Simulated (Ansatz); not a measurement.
**CuSnF₆ (P-1): does the start matter?**

All numbers are calculated (PBEsol+U, U_eff = 4.0 eV (Dudarev form) on Cu d, fully localised double counting, scalar-relativistic datasets, 420 eV, PAW set soft_2 (made for PBE), 5×5×4 mesh, Gaussian smearing of 0.05 eV) with the plane-wave PAW code Ansatz.

```yaml
crystal:
  lattice:
    - [5.10500, 0.00000, 0.00000]
    - [2.45681, 4.54822, 0.00000]
    - [0.01601, 2.84709, 4.62944]
  atoms:
    - { symbol: Cu, position: [0.00000, 0.00000, 0.00000] }
    - { symbol: Sn, position: [0.50000, 0.00000, 0.50000] }
    - { symbol: F, position: [0.24700, 0.12300, 0.74800] }
    - { symbol: F, position: [0.75300, 0.87700, 0.25200] }
    - { symbol: F, position: [0.61000, 0.52900, 0.73700] }
    - { symbol: F, position: [0.39000, 0.47100, 0.26300] }
    - { symbol: F, position: [0.13300, 0.11400, 0.25000] }
    - { symbol: F, position: [0.86700, 0.88600, 0.75000] }
```

The structure is that of a cell as deposited in COD, unrelaxed.

Cell and atoms stay fixed, and the cell was started in 11 ways, without spin–orbit coupling. The starts were built for 9 d electrons on Cu, a formal count that the converged states needn't keep. Starting moments of the plain starts: Cu1 1.00 μB (atoms counted from 1).

**Question.** How many distinct unconstrained states are reached, over what range, and what is the lowest like? The starts that converged:
- total moment held at first, then free, 0.50 μB per cell
- total moment locked, 1.00 μB per cell (constrained)
- total moment locked, 1.10 μB per cell (constrained)
- total moment locked at zero, no site moments, 0.00 μB per cell (constrained)
- total moment locked, 0.90 μB per cell (constrained)
- ferromagnetic start, free, natural orbitals of the symmetric run filled by rank
- site moments held at Cu1 0.47 μB (constrained)
- ferromagnetic start, free, symmetry kept, no search
- ferromagnetic start, free, default search
- site moments held at Cu1 0.24 μB (constrained)
- no spin polarisation

**Answer.** 1 distinct free state (told apart by 2 meV/atom, or by moments or gap). The lowest has a gap of 1.89 eV and a whole-number cell moment of 1 μB, as a collinear insulator must have; it came from: ferromagnetic start, free, natural orbitals of the symmetric run filled by rank; ferromagnetic start, free, symmetry kept, no search; ferromagnetic start, free, default search; total moment held at first, then free, 0.50 μB per cell.

Energies count from the lowest free state found; constrained states (a lock kept on the moments, or spin off) can lie above or below free ones. A natural orbital (eigenvector of a shell's occupation matrix) is counted as filled above 0.75 (0.9 in a metal) and as partly filled from 0.35 up to that; ↑ and ↓ are the spin channels.

| state | reached from | ΔE (meV/atom) | gap (eV) | P (GPa) | cell spin moment (μB) | site spin moments (μB) | shell filling | Hubbard energy (eV/cell) | flags |
| --- | --- | --- | --- | --- | --- | --- | --- | --- | --- |
| 1 | total moment locked, 1.00 μB per cell (constrained) | 0.0 | 1.89 | 2.5 | 1.00 | Cu 0.79 | Cu 5↑ 4↓, 9.17 e | 0.44 | – |
| 2 | ferromagnetic start, free, natural orbitals of the symmetric run filled by rank; ferromagnetic start, free, symmetry kept, no search; ferromagnetic start, free, default search; 1 more | 0.0 | 1.89 | 2.5 | 1.00 | Cu 0.79 | Cu 5↑ 4↓, 9.17 e | 0.44 | – |
| 3 | total moment locked, 0.90 μB per cell (constrained) | 14.0 | metal | 2.6 | 0.90 | Cu 0.73 | Cu 5↑ 4↓, 9.19 e | 0.52 | – |
| 4 | total moment locked, 1.10 μB per cell (constrained) | 26.7 | metal | 2.9 | 1.10 | Cu 0.81 | Cu 5↑ 4↓, 9.15 e | 0.49 | – |
| 5 | site moments held at Cu1 0.47 μB (constrained) | 44.4 | metal | – | 0.80 | Cu 0.47; F 0.06 | Cu 5↑ 4↓(+1 partly), 9.27 e | 0.70 | lock stalled near its target |
| 6 | site moments held at Cu1 0.24 μB (constrained) | 77.5 | metal | – | 0.45 | Cu 0.24 | Cu 4↑(+1 partly) 4↓(+1 partly), 9.27 e | 0.90 | lock stalled near its target |
| 7 | total moment locked at zero, no site moments, 0.00 μB per cell (constrained) | 103.2 | metal | 2.8 | 0.00 | under 0.05 | Cu 4↑(+1 partly) 4↓(+1 partly), 9.32 e | 0.96 | – |
| 8 | no spin polarisation | 103.2 | metal | 2.8 | 0.00 | under 0.05 | Cu 4 filled, 1 partly in each spin, 9.32 e | 0.96 | – |

Natural occupations of the lowest free state (state 2): Cu1 spin up: 0.99 0.99 1.00 1.00 1.00; Cu1 spin down: 0.22 0.99 1.00 1.00 1.00. Since all bands are wholly filled or empty, the fractional occupations (0.22) come from mixing of the shell with the neighbours' orbitals (covalency), not from partly filled bands. The Hubbard potential on a natural orbital is U(½ − λ), so on Cu1 an orbital at λ = 0.99 is pushed 3.1 eV below one at λ = 0.22 of the same spin (U × 0.77). The gap is 1.89 eV; it is smaller, since bands have width and a band edge can belong to other orbitals than these. The crystal field splits d orbitals too, which this count leaves out.

All 4 free starts end within 3 meV/atom of the lowest, so here the result hardly hangs on the start.

With one Cu ion in the cell, Cu moments can't oppose each other.

In the lowest free state the fixed cell carries a pressure of 2.5 GPa and forces up to 0.63 eV/Å; relaxing would change energies and could change the order of close states.

Other starts might reach a lower state still. For metallic states the mesh is coarse, so energy differences carry some meV/atom. Spin–orbit coupling is left out. U is one value of a scan, not fitted to this compound, so the states needn't resemble the real material's. Stress under a held lock on site moments or directions isn't converged. Gaps are Kohn–Sham gaps over the k-mesh alone and may be smaller between its points.
